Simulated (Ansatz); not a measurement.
A geometry of ZnCu₂SnS₄ away from equilibrium: step 4 of the relaxation of a relaxed ZnCu2SnS4 cell shaken by Gaussian noise of σ = 0.08 Å a coordinate. Calculation: PBEsol (plane waves to 420 eV, PAW, scalar-relativistic; Ansatz, an electronic-structure program). Γ-centred k-mesh 4×4×4 on the run's cell (coarser than for final values), Fermi–Dirac smearing 0.05 eV. The plane waves were selected for a different cell earlier on the path.

```yaml
crystal:
  lattice:
    - [7.04361, 0.09048, 0.01380]
    - [-3.44345, 5.89831, -0.00795]
    - [0.01139, -0.00099, 5.59878]
  atoms:
    - { symbol: Cu, position: [0.65616, 0.32423, 0.57653] }
    - { symbol: Cu, position: [0.44830, 0.70109, 0.32240] }
    - { symbol: S, position: [0.99792, 0.99626, 0.28072] }
    - { symbol: S, position: [0.81162, 0.62553, 0.32547] }
    - { symbol: S, position: [0.78889, 0.15343, 0.32852] }
    - { symbol: S, position: [0.36469, 0.19147, 0.32867] }
    - { symbol: Sn, position: [0.65552, 0.32352, 0.01611] }
    - { symbol: Zn, position: [0.99661, 0.98715, 0.76569] }
```

Q: Give the Cartesian forces on all atoms (eV/Å).

A: 
```tsv
atom	Fx	Fy	Fz
Cu1	0.00	-0.02	0.03
Cu2	0.96	0.41	0.02
S3	0.04	0.09	-0.06
S4	-0.53	0.12	0.18
S5	-0.35	-0.69	0.03
S6	-0.10	0.21	0.09
Sn7	0.00	-0.11	-0.36
Zn8	-0.02	-0.01	0.06
```

The path ends in P1 (No. 1). The relaxed cell holds bonded S–S pairs (2.09 Å). No spin polarisation in the result.

The end of the path is a generated cell of ZnCu2SnS4: the first start was made by a random draw of sites in a space group, and the end was not matched to a known phase here, so it may be hypothetical. Known forms of ZnCu2SnS4 include space group No. 82.
